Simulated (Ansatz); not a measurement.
Ti2InC in space group P6_3/mmc (No. 194; Ti on 4f, In on 2d, C on 2a), plane-wave PAW PBE (Ansatz code), all energies at zero smearing, with the estimated change up to a 700 eV cutoff added, with one set of potentials and settings (totals compare only within such a set). Cell of 8 atoms (4 Ti, 2 In, 2 C): -21701.755 eV.

```json
[
 {"element": "Ti", "reference phase": "P6/mmm, 3 atoms in the cell", "E (eV/atom)": "-2499.6739"},
 {"element": "In", "reference phase": "I4/mmm, 1 atoms in the cell", "E (eV/atom)": "-5597.8481"},
 {"element": "C", "reference phase": "P6_3/mmc, 4 atoms in the cell", "E (eV/atom)": "-250.9479"}
]
```

Formation energy per atom, worked out: (-21701.755 − 4×(-2499.6739) − 2×(-5597.8481) − 2×(-250.9479))/8 = -0.683 eV/atom (-66 kJ per mol of atoms), at 0 K, without zero-point energy or fitted corrections.

The workflow started from a Materials Project entry (that database holds measured and hypothetical structures alike); the Crystallography Open Database copy checked does not list it. Its standing as an ambient phase is unchecked. The PBE relaxation kept the symmetry of its start; whether a distortion lowers the energy is not shown. The run is not spin-polarised. The references are the lowest solids computed at this level, not always the standard phases.

Potentials: the later of the program's two PAW sets.
